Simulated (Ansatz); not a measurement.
TiC:
```cif
data_C2Ti2
_chemical_formula_sum 'Ti2 C2'
_space_group_name_H-M_alt 'P63/mmc'
_space_group_IT_number 194
_space_group_name_Hall '-P 6c 2c'
_cell_length_a 3.60519
_cell_length_b 3.60519
_cell_length_c 4.28581
_cell_angle_alpha 90.000
_cell_angle_beta 90.000
_cell_angle_gamma 120.000
loop_
_atom_site_label
_atom_site_type_symbol
_atom_site_symmetry_multiplicity
_atom_site_Wyckoff_symbol
_atom_site_fract_x
_atom_site_fract_y
_atom_site_fract_z
_atom_site_occupancy
Ti1 Ti 2 c 0.33333 0.66667 0.25000 1
C1 C 2 d 0.66667 0.33333 0.25000 1
```

Relaxed at zero pressure with plane-wave PAW r²SCAN (Ansatz code).

Task: The volume is raised by 3 % and shape and atoms relax at that volume. What pressure results, and how do the axes share the change?

Result: -5.7 GPa; a 1.1 %, b 1.1 %, c 0.7 %; the energy rises by 7 meV/atom.

Task: Give the new structure.

Result: 
Space group P6₃/mmc (No. 194); a = b = 3.6455 Å, c = 4.3172 Å, α = β = 90.00°, γ = 120.00°

```
atom  site  symmetry       x       y       z
----  ----  --------  ------  ------  ------
Ti      2c      -6m2  0.3333  0.6667  0.2500
C       2d      -6m2  0.6667  0.3333  0.2500
```

The phase is kept; no other phase was compared at this pressure.

Space group P6_3/mmc. The start of the workflow was typed in or built on a structure type; neither database checked (COD, Materials Project) lists it. It is not the phase usual at ambient conditions (space group No. 225). The cell was relaxed with r²SCAN under the symmetry of its start; whether a distortion lowers the energy is not shown. The run is not spin-polarised. The volume moved by -16 % from the start of the relaxation.

Potentials: the earlier of the program's two PAW sets.
